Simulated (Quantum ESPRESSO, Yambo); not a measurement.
KCl (rock salt, space group Fm-3m, No. 225). Cell and atoms were relaxed with LDA from Materials Project entry mp-23193, within its symmetry. Chain: norm-conserving LDA (Quantum ESPRESSO, 72 Ry, no spin-orbit coupling); G0W0 in Yambo (4×4×4 Γ-centred k mesh, 136 bands and a 10 Ry block in the screening, 136 bands in G with the Bruneval-Gonze terminator, plasmon pole fitted at 27.2 eV); BSE (8×8×8 mesh, 3 valence and 4 conduction bands, static screening with 30 bands and a 4 Ry block, scissor 3.30 eV, Tamm-Dancoff).

```
Quantity                                                                Value
--------------------------------------------  -------------------------------
LDA gap (dense path)                                                  5.12 eV
LDA gap Γ → Γ on the GW mesh                                          5.12 eV
LDA smallest direct gap on the GW mesh, at Γ                          5.12 eV
G0W0 direct gap at that point                                         8.42 eV
G0W0 correction to the gap Γ → Γ                                      3.30 eV
direct gap on the BSE mesh, with the scissor                          8.42 eV
first BSE state allowed for light along x                             7.55 eV
lowest BSE state                                                      7.55 eV
binding of the lowest exciton                                         0.87 eV
RPA electronic dielectric constant along x    2.38 (10×10×10 mesh, LDA bands)
```

Rough cost of the Yambo steps against G0W0 for 8 states: BSE within a factor of two, one RPA spectrum about 1/20.

Nearest settings tried, and what they do to the gap: 84 bands in G: -3 meV; 58 bands in W: -58 meV; 8 Ry block (169 vectors against 229): -33 meV. Not varied: mesh. So the settings aren't converged at that level. The BSE states are vertical excitations (zero momentum). Convergence of the RPA response with its 10×10×10 mesh was not tested. On a 4×4×4 mesh the exciton binding is 1.13 eV, so it isn't converged.
